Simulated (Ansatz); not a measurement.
**Straining Ta**

Computed with DFT PBEsol, scalar-relativistic, plane waves, PAW (Ansatz). Run with 420 eV cutoff, 16×16×16 k-mesh, Gaussian smearing of 0.10 eV, no spin polarisation.

Reference structure (relaxed):

```
CELL_PARAMETERS angstrom
3.28048 0.00000 0.00000
0.00000 3.28048 0.00000
0.00000 0.00000 3.28048
ATOMIC_POSITIONS crystal
Ta 0.00000 0.00000 0.00000
Ta 0.50000 0.50000 0.50000
```

Deformation: uniaxial strain along a, with the lengths of b and c and the atoms relaxed and the angles held, all within the symmetry that the strain leaves. Energies are extrapolated to zero smearing. On this cell's mesh the reference holds a stress of up to 0.20 GPa.

Spin–orbit coupling is left out, which can shift energies with elements as heavy as these.

```tsv
strain (%)	ΔE (meV/atom)	a (Å)	b (Å)	c (Å)
-6.0	30.6	3.084	3.368	3.368
-4.0	14.6	3.149	3.336	3.336
-2.0	3.4	3.215	3.307	3.307
+0.0	0.0	3.280	3.280	3.280
+2.0	3.1	3.346	3.258	3.258
+4.0	12.6	3.412	3.236	3.236
+6.0	27.8	3.477	3.214	3.214
```

Q: What stiffness (1/V) d²E/dε² at zero strain does a cubic fit over all points give?

A: A cubic fit gives (1/V) d²E/dε² = 147 GPa at zero strain (Young's modulus along this axis, angles held).

Q: How does the free axis b answer a small strain?

A: Between the innermost points its strain is -0.38 times the applied one.